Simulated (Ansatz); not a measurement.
A geometry of TiAl3 away from equilibrium: step 2 of the relaxation of a relaxed TiAl3 cell with every coordinate shifted by Gaussian noise of σ = 0.3 Å. The numbers are results of PBEsol (plane waves to 420 eV, PAW, scalar-relativistic; Ansatz, a quantum-chemistry and plane-wave program), not measurements. Γ-centred k-mesh 9×9×12 on the run's cell (coarser than for final values), Fermi–Dirac smearing 0.05 eV.

```xyz
4
Lattice="-1.9460 1.9207 4.3164 1.9039 -1.9323 4.3027 1.9320 1.9183 -4.3215" Properties=species:S:1:pos:R:3 pbc="T T T"
Al    -0.1689    -0.6286     4.5603
Al     0.0527     1.2155     2.4434
Al     1.5635    -0.2214     1.7140
Ti     0.1645    -0.3429    -0.1356
```

Problem. Predict the force on each atom, in eV/Å.

Solution. 
| atom | Fx | Fy | Fz |
|---|---|---|---|
| Al1 | 2.61 | 5.67 | -3.10 |
| Al2 | -2.38 | 2.45 | -0.78 |
| Al3 | 4.10 | -5.99 | 5.10 |
| Ti4 | -4.33 | -2.14 | -1.22 |

Problem. What is the pressure?

Solution. +19.0 GPa, compression positive.

Problem. How far above the relaxed end point is this geometry?

Solution. 0.93 eV/atom; the path ends in I4/mmm (No. 139) (AFLOW prototype A3B_tI8_139_bd_a (D0_22, as in TiAl3)).

No spin polarisation in the result.
